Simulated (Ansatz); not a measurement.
Suppose La5O takes space group P6/mmm (No. 191), with La on 1b and 4h; O on 1a.

All numbers below come from DFT PBE, scalar-relativistic, plane waves, PAW (Ansatz). Cutoff 420 eV, Γ-centred mesh, Gaussian smearing, no spin polarisation.

Energies over the elements count from the elements' standard structures at the same level (O₂ as a molecule), with no fitted energy shifts.

Problem. Predict the relaxed structure.

Solution.

Space group P6/mmm (No. 191). a = 5.362 Å, b = 5.362 Å, c = 6.778 Å, α = 90.00°, β = 90.00°, γ = 120.00°
```json
{"atom": "La", "site": "1b", "symmetry": "6/mmm", "x": "0.0000", "y": "0.0000", "z": "0.5000"}
{"atom": "La", "site": "4h", "symmetry": "3m.", "x": "0.3333", "y": "0.6667", "z": "0.7744"}
{"atom": "O", "site": "1a", "symmetry": "6/mmm", "x": "0.0000", "y": "0.0000", "z": "0.0000"}
```

Around La on a site of symmetry 6/mmm lie 2 O at 3.39 Å and 12 La at 3.61 Å; around La on a site of symmetry 3m lie 4 La at 3.06–3.10 Å, 3 O at 3.45 Å, 4 La at 3.61–3.72 Å and 3 La at 4.35 Å; O has 14 La at 3.39–3.45 Å. Another local minimum with the same sites may exist.

Problem. And its energy and gap?

Solution. The formation energy is +0.18 eV/atom. The gap on the 12×12×6 mesh of the 6-atom cell is 0 eV (a metal). It can't be a ground state, since the elements alone are lower.

The last run used Gaussian smearing of 0.10 eV. The cell is a metal run without spin; a magnetic state may lie lower. A structure relaxed within its symmetry needn't be a true minimum. Another cell of La5O relaxed alike, in P-62m, lies 0.57 eV/atom lower, so this cell isn't the stable form at this level.
